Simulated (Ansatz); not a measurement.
AlP in space group P6_222 (No. 180; Al on 3d, P on 3c), PBE (plane waves, PAW; program Ansatz). The conduction-band minimum lies at M, with 3 equivalent valleys. Second derivatives d²E/dk² of the lowest band at one valley (eV·Å²), along Cartesian directions:

```csv
direction,d²E/dk²
[100],5.468
[010],18.60
[001],51.74
[110],12.02
[101],28.60
[011],35.16
```

Task: Find the principal effective masses, the density-of-states mass and the conductivity mass.

Result: Off-diagonal terms follow from H_xy = H[110] − (H_xx + H_yy)/2, and m*/mₑ = 7.620 eV·Å² over each eigenvalue: 0.15, 0.41, 1.4. One valley's DOS mass (m₁m₂m₃)^(1/3) = 0.44, conductivity mass 3/(Σ 1/mᵢ) = 0.30 mₑ.

Task: What effective density of states Nc follows at 300 K for parabolic valleys?

Result: Nc = 2.509e19 × 3 × (0.44)^(3/2) ≈ 2.2e19 cm⁻³.

The start of the workflow was typed in or built on a structure type; neither database checked (COD, Materials Project) lists it. It is not the phase usual at ambient conditions (space group No. 216). The cell was relaxed with PBE under the symmetry of its start; whether a distortion lowers the energy is not shown.

Potentials: the later of the program's two PAW sets.

Edges and masses are those of Kohn–Sham bands, whose gap is no quasiparticle gap.
